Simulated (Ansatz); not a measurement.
Computed with Ansatz 0.2.0, DFT PBE, scalar-relativistic, plane waves, PAW, and for the lanthanide a 4f-in-core norm-conserving potential. All cells share a 690 eV cutoff and Γ-centred k meshes spaced at most about 0.3 Å⁻¹ (about 0.25 or finer for metals, 2π included). No spin polarisation in the final relaxations.

Temperature and zero-point effects are left out.

Two forms of SrSmBr4 were relaxed alike.

A.

```cif
data_structure
_symmetry_space_group_name_H-M 'P4/mmm'
_symmetry_Int_Tables_number 123
_cell_length_a 3.7182
_cell_length_b 3.7182
_cell_length_c 14.7591
_cell_angle_alpha 90.000
_cell_angle_beta 90.000
_cell_angle_gamma 90.000
_cell_volume 204.05
loop_
_atom_site_label
_atom_site_type_symbol
_atom_site_symmetry_multiplicity
_atom_site_Wyckoff_symbol
_atom_site_fract_x
_atom_site_fract_y
_atom_site_fract_z
_atom_site_occupancy
Sr1 Sr 1 d 0.50000 0.50000 0.50000 1
Sm1 Sm 1 a 0.00000 0.00000 0.00000 1
Br1 Br 2 g 0.00000 0.00000 0.61936 1
Br2 Br 2 h 0.50000 0.50000 0.11494 1
```

B.

```cif
data_structure
_symmetry_space_group_name_H-M 'P-6m2'
_symmetry_Int_Tables_number 187
_cell_length_a 8.8043
_cell_length_b 8.8043
_cell_length_c 3.9299
_cell_angle_alpha 90.000
_cell_angle_beta 90.000
_cell_angle_gamma 120.000
_cell_volume 263.81
loop_
_atom_site_label
_atom_site_type_symbol
_atom_site_symmetry_multiplicity
_atom_site_Wyckoff_symbol
_atom_site_fract_x
_atom_site_fract_y
_atom_site_fract_z
_atom_site_occupancy
Sr1 Sr 1 e 0.66667 0.33333 0.00000 1
Sm1 Sm 1 a 0.00000 0.00000 0.00000 1
Br1 Br 1 c 0.33333 0.66667 0.00000 1
Br2 Br 3 k 0.72238 0.86119 0.50000 1
```

Question: Which form is favoured at zero pressure, and by what margin per atom?

Answer: A is lower, by 0.65 eV/atom. A has space group P4/mmm (No. 123), 34.0 Å³/atom and no gap on its mesh; B has space group P-6m2 (No. 187), 44.0 Å³/atom and no gap. Counting Br atoms around Sm and Sr (those within 1.25 times the shortest such distance or 1.15 times the sum of covalent radii, 1.27 where that leaves under three; the shortest distance is added where it exceeds 1.18 times the sum of covalent radii), A has Sr 8, Sm 8 and B has Sr 15 from 4.8 Å, Sm 6. Both come from invented guesses.

No dispersion correction is applied, so the spacing and binding between layers, chains or molecules are poorly described (P4/mmm), and this can change margins and order among such cells. In P4/mmm, P-6m2 an odd number of valence electrons (the lanthanide is held trivalent, its 4f shell in the core) allows no gap without spin; another valence of the lanthanide, a larger cell or a magnetic state could open one. Cells relaxed within their symmetry can be saddle points.

The lanthanide is trivalent by construction, without f bands, f moments or other valences.
